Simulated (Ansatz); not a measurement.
## Ta3TiN4: rattling a relaxed structure

It was reached by relaxing an invented guess, and it needn't be the stable form of this composition.

These are results of DFT PBE, scalar-relativistic, plane waves, PAW (Ansatz 0.2.0), not measurements. Settings: cutoff 420 eV, Γ-centred mesh 12×12×4 on the computed 8-atom cell, Gaussian smearing of 0.10 eV; collinear spin from starting moments 0.3 0.0 0.0 0.0 0.0 0.0 0.0 0.0 μB.

The cell below (8 atoms, space group P-6m2 (No. 187)) is relaxed within its symmetry.

```
Ti Ta N
1.0
     2.94270    0.00000    0.00000
    -1.47135    2.54845    0.00000
     0.00000    0.00000   11.38258
Ti Ta N
1 3 4
Direct
  0.00000 0.00000 0.50000
  0.00000 0.00000 0.00000
  0.00000 0.00000 0.25496
  0.00000 0.00000 0.74504
  0.66667 0.33333 0.87328
  0.66667 0.33333 0.12672
  0.66667 0.33333 0.37788
  0.66667 0.33333 0.62212
```

For the test it was strained at random (σ = 1.5 % a component), the atoms were moved at random (σ = 0.05 Å), and all was relaxed again on a coarse 12×12×2 mesh (in the run’s order of axes) with 0.20 eV smearing, with no symmetry imposed.

Spin–orbit coupling, which can matter for Ta, is left out.

Problem. What happens?

Solution. It returns, within 1 meV/atom of the unmoved cell on that mesh and with the same symmetry when read at 0.1 Å. So it is stable against the distortions that fit this cell and that this random move excites. Modes that don't fit the cell aren't tested.
